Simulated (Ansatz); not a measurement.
WC (WC type), DFT, PBE, PAW with Ansatz's default frozen-core files, scalar-relativistic (Ansatz 0.2.0), on 1 thread of Arm Neoverse V2 (shared host).

Command: `ansatz run input.yaml --threads 1 --pin off --max-ram 2048MiB --backend cpu --events-out ev --progress --plain --runs-dir out`

```yaml
crystal:
  lattice:
    - [2.9223597844, 0.0, 0.0]
    - [-1.4611798922, 2.5308378122, 0.0]
    - [0.0, 0.0, 2.8462915895]
  atoms:
    - { symbol: W, position: [0.0, 0.0, 0.0] }
    - { symbol: C, position: [0.3333333333, 0.6666666667, 0.5] }
kpoints:
  mp_grid: { grid: [17, 17, 15] }
  band_path:
    path:
      - [0.0, 0.0, 0.0]
      - [0.5, 0.0, 0.0]
      - [0.3333333333, 0.3333333333, 0.0]
      - [0.0, 0.0, 0.0]
      - [0.0, 0.0, 0.5]
      - [0.5, 0.0, 0.5]
      - [0.3333333333, 0.3333333333, 0.5]
      - [0.0, 0.0, 0.5]
      - [0.5, 0.0, 0.5]
    npoints: 8
scf:
  occupations: { method: fermi_dirac, width: 0.1 }
hamiltonian:
  xc: pbe
  pseudopotentials: { kind: paw }
output:
  forces: true
  stress: true
  eigenvalues: true
  populations: true
  dos: { projected: true, de: 0.2, e_range: [-14, 8] }
```

(1) How large is the problem that the program sets up?

(2) About how long does it take?

## Answers

(1) 264 irreducible k-points, 405 plane waves at Γ, 13 bands.

(2) 8.8 s of wall time for 6 SCF iterations. Times on shared machines scatter by tens of per cent.
